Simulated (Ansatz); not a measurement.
**Profile along the Na–Na line in Na (bcc, W type)**

Na (bcc, W type)

Space group Im-3m (No. 229); a = b = c = 4.1965 Å, α = β = γ = 90.00°

```csv
atom,site,symmetry,x,y,z
Na,2a,m-3m,0.0000,0.0000,0.0000
```
(The calculation used a cell of 1 atom; values per cell refer to that cell.)

Fields along a shortest Na–Na line of a {211} plane (3.63 Å), from Na to Na, interpolated on the slice's grid (step about 0.2 Å). These are PBE (plane waves to 420 eV, PAW, scalar-relativistic; Ansatz, a first-principles code) values and carry that method's errors. k mesh 16×16×16. Near the nuclei the fields are pseudised (PAW); where an atom keeps semicore shells as valence, they peak there. Na was relaxed with its symmetry unable to fall.

```csv
distance from Na (Å),valence electron density (e/Å³),electron localisation function
0.00,20.76,x
0.18,17.73,x
0.36,10.56,x
0.54,3.28,0.60
0.73,0.68,0.48
0.91,0.16,0.17
1.09,0.06,0.03
1.27,0.04,0.03
1.45,0.03,0.11
1.63,0.03,0.29
1.81,0.03,0.37
2.00,0.03,0.29
2.18,0.03,0.11
2.36,0.04,0.03
2.54,0.06,0.03
2.72,0.16,0.17
2.90,0.68,0.48
3.09,3.28,0.60
3.27,10.56,x
3.45,17.73,x
3.63,20.76,x
```

x: too close to a nucleus for the ELF to mean much.

Density on the Na–Na line (3.63 Å) at its midpoint: 0.03 e/Å³. ELF at that point: 0.4.
